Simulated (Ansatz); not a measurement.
**TiAl: from a starting cell to a relaxed one**

The start is a relaxed TiAl cell shaken by Gaussian noise of σ = 0.08 Å a coordinate. The cell and all atomic positions are relaxed at zero pressure with PBE (plane waves to 420 eV, PAW, scalar-relativistic; Ansatz, an electronic-structure program). The first steps use a coarse 13×13×2 k-mesh.

The start:
```yaml
crystal:
  lattice:
    - [2.89037, 0.00000, 0.00000]
    - [-1.44519, 2.50313, 0.00000]
    - [0.00000, 0.00000, 18.57341]
  atoms:
    - { symbol: Ti, position: [0.33481, 0.64222, 0.12917] }
    - { symbol: Ti, position: [0.69783, 0.33800, 0.62322] }
    - { symbol: Ti, position: [0.62067, 0.33640, 0.87359] }
    - { symbol: Ti, position: [0.29584, 0.66036, 0.38043] }
    - { symbol: Al, position: [0.92946, 0.95519, 0.00642] }
    - { symbol: Al, position: [0.02224, 0.00896, 0.49517] }
    - { symbol: Al, position: [0.27904, 0.63422, 0.74544] }
    - { symbol: Al, position: [0.67048, 0.29041, 0.25380] }
```

```json
{
  "largest_initial_force": "1.17 eV/Å, on Ti4 (atoms numbered as listed)",
  "energy_released": "0.21 eV/atom",
  "volume_change": "-3.4 %, from 16.80 to 16.23 Å³/atom",
  "band_gap_at_the_end": "zero (metallic)",
  "optimiser_moves": "25"
}
```

Relaxed structure:

```cif
data_AlTi
_chemical_formula_sum 'Ti1 Al1'
_space_group_name_H-M_alt 'P4/mmm'
_space_group_IT_number 123
_space_group_name_Hall '-P 4 2'
_cell_length_a 2.82420
_cell_length_b 2.82420
_cell_length_c 4.07074
_cell_angle_alpha 90.000
_cell_angle_beta 90.000
_cell_angle_gamma 90.000
loop_
_atom_site_label
_atom_site_type_symbol
_atom_site_symmetry_multiplicity
_atom_site_Wyckoff_symbol
_atom_site_fract_x
_atom_site_fract_y
_atom_site_fract_z
_atom_site_occupancy
Ti1 Ti 1 a 0.00000 0.00000 0.00000 1
Al1 Al 1 d 0.50000 0.50000 0.50000 1
```

Final values are on a 16×16×12 k-mesh of the relaxed cell. No spin polarisation in the result.

Of the parent cell (P6₃/mmc (No. 194)): it is a generated cell of TiAl: the first start was made by placing the elements on the sites of a structure type, and the end was not matched to a known phase here, so it may be hypothetical. Known forms of TiAl include space group No. 123.

The first start was generated by placing the elements on the sites of a structure type. A measured structure of TiAl has the same space group, P4/mmm (No. 123); the sites were not compared with it.
